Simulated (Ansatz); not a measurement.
# GeCN2: changing the functional

```
Ge N C
1.0
     1.79379    1.03565    4.92196
    -1.79379    1.03565    4.92196
     0.00000   -2.07129    4.92196
Ge N C
1 2 1
Direct
  0.00000 0.00000 0.00000
  0.58390 0.58390 0.58390
  0.41610 0.41610 0.41610
  0.50000 0.50000 0.50000
```

The cell comes from a database or a generator and needn't be the stable form of this composition.

Kept alike: task equation of state; k mesh 9 × 9 × 9; occupations fermi-dirac, width 0.05 eV; no spin polarisation. Program: Ansatz, Ansatz PAW. Cutoffs run from 420 to 500 eV. The mesh is that of the run's cell of 4 atoms. No spin-orbit coupling.

| run | volume (Å³/atom) | bulk modulus (GPa) |
| --- | --- | --- |
| A | 13.387 | 139.8 |
| B | 13.379 | 137.7 |
| C | 13.044 | 145.8 |
| D | 13.719 | 130.3 |

Volume and modulus come from cells scaled at fixed shape and fractions; off cubic symmetry such a modulus can lie above the relaxed one. All rows use potentials made for PBE.

Task: The runs differ in the functional (and the cutoff that goes with it) alone: LDA; PBE; PBEsol; r2SCAN. Which run is which?

Result: Run A is r2SCAN; run B is PBEsol; run C is LDA; run D is PBE. The volume runs from 13.044 (LDA) to 13.719 Å³/atom (PBE). From PBE: LDA -0.675; PBEsol -0.340; r2SCAN -0.332. The bulk modulus runs from 130.3 (PBE) to 145.8 GPa (LDA). From PBE: LDA +15.5; PBEsol +7.4; r2SCAN +9.5.
